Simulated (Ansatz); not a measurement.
ScRhN2 in space group R-3m (No. 166; Sc on 3b, Rh on 3a, N on 6c), DFT-r²SCAN in the program Ansatz with PAW potentials, all energies at zero smearing, with the estimated change up to a 700 eV cutoff added, with one set of potentials and settings (totals compare only within such a set). Cell of 4 atoms (1 Sc, 1 Rh, 2 N): -9327.020 eV.

```
element                reference phase  E (eV/atom)
-------  -----------------------------  -----------
Sc       P6_3/mmc, 2 atoms in the cell   -2140.5631
Rh          Fm-3m, 1 atoms in the cell   -6415.3179
N            Pa-3, 8 atoms in the cell    -384.8341
```

Formation energy per atom, worked out: (-9327.020 − 1×(-2140.5631) − 1×(-6415.3179) − 2×(-384.8341))/4 = -0.368 eV/atom (-35 kJ per mol of atoms), at 0 K, without zero-point energy or fitted corrections.

The start of the workflow was typed in or built on a structure type; neither database checked (COD, Materials Project) lists it. Whether it is the stable phase at ambient conditions was not checked. Symmetry was held in the r²SCAN relaxation; its stability against distortions is not shown here. Magnetic state: ferromagnetic, the only order run, not a proven ground state. Other orbital occupations within this spin state were not tried. No Hubbard U is applied. The references are the lowest solids computed at this level, not always the standard phases (solids in place of the gases).

Potentials: the earlier of the program's two PAW sets.
